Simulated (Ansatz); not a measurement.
A relaxed cell of Sn2Ge is given with its symmetry left out. The cell was found from a structure generator's guess, not taken from experiment.

Theory: DFT PBE, scalar-relativistic, plane waves, PAW in Ansatz 0.2.0. Cutoff 420 eV, Γ-centred mesh, Gaussian smearing, no spin polarisation.

```
Sn Ge
1.0
    -1.78111    1.78111    5.89885
     1.78111   -1.78111    5.89885
     1.78111    1.78111   -5.89885
Sn Ge
2 1
Direct
  0.34916 0.34916 0.00000
  0.65084 0.65084 0.00000
  0.00000 0.00000 0.00000
```

Energies over the elements count from the elements' standard structures at the same level, with no fitted energy shifts. The references include grey tin.

**Question.** Find its symmetry and describe it.

**Answer.** I4/mmm (No. 139), with Sn and Ge ordered on bcc sites. Conventional cell: a = 3.562 Å, c = 11.798 Å. Around Sn lie 4 Ge at 3.08 Å and 9 Sn at 3.44–3.56 Å; Ge has 8 Sn at 3.08 Å and 4 Ge at 3.56 Å.

**Question.** What is its formation energy per atom?

**Answer.** +0.15 eV/atom. The separate elements lie lower, so it is unstable against them.

**Question.** Is it a metal?

**Answer.** Yes, bands cross the Fermi level on the 14×14×14 mesh.

The last run used a 14×14×14 mesh for its 3-atom cell and Gaussian smearing of 0.10 eV. The end has Fmmm (No. 69) at a tolerance of 0.01 Å; the cell shown is made exact in the group found at 0.05 Å. Symmetry constrained the relaxation, so the result can be a saddle point. Another cell of Sn2Ge relaxed alike, in I4_1/amd, lies 115 meV/atom lower, so this cell isn't the stable form at this level.
